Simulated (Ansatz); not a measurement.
An Ansatz (a quantum-chemistry and plane-wave program) input:

Ansatz 0.2 input:
```yaml
crystal:
  lattice:
    - [2.9912061268, 0.0, 0.0]
    - [-1.4956030634, 2.5904604938, 0.0]
    - [0.0, 0.0, 7.3060733005]
  atoms:
    - { symbol: Mg, position: [0.3333333333, 0.6666666667, 0.6659202962] }
    - { symbol: Mg, position: [0.6666666667, 0.3333333333, 0.3340797038] }
    - { symbol: Zn, position: [0.0, 0.0, 0.0] }
    - { symbol: O, position: [0.3333333333, 0.6666666667, 0.1717364237] }
    - { symbol: O, position: [0.6666666667, 0.3333333333, 0.8282635763] }
    - { symbol: O, position: [0.0, 0.0, 0.5] }
kpoints:
  mp_grid: { grid: [6, 6, 3] }
hamiltonian:
  xc: hse06
  pseudopotentials: { kind: paw }
scf:
  n_extra_bands: 6
  occupations: { method: fixed }
output:
  eigenvalues: true
  eigenstates:
    e_range: [-9.0, 13.8]
    kpoints:
      - [0.0, 0.0, 0.5]  # VBM
      - [0.0, 0.0, 0.0]  # CBM
      - [0.0, 0.0, 0.0]  # GAMMA
      - [0.0, 0.0, 0.5]  # A
      - [0.3333333333, 0.3333333333, 0.0]  # K
      - [0.3333333333, 0.3333333333, 0.5]  # H
      - [0.5, 0.0, 0.0]  # M
      - [0.5, 0.0, 0.5]  # L
```

### Question
How many symmetry operations and irreducible k-points will the run report?

### Answer
12 operations, 17 of 108 k-points.

### Question
With a cutoff of 420 eV, how many plane waves at Γ?

### Answer
1057.

It took roughly 2.7 core-minutes on shared server cores.

The points marked VBM and CBM come from a semilocal run.

Space group P-3m1. The workflow started from a Materials Project entry (that database holds measured and hypothetical structures alike); the Crystallography Open Database copy checked does not list it. With Mg and Zn taken as one species the cell has the higher symmetry Fm-3m, so it may be an ordered model of a mixed-site phase. Whether it is the stable phase at ambient conditions was not checked. The r²SCAN relaxation kept the symmetry of its start; of distortions, only those at the zone centre were tested.

Potentials: the later of the program's two PAW sets.

Ansatz is a plane-wave DFT program.
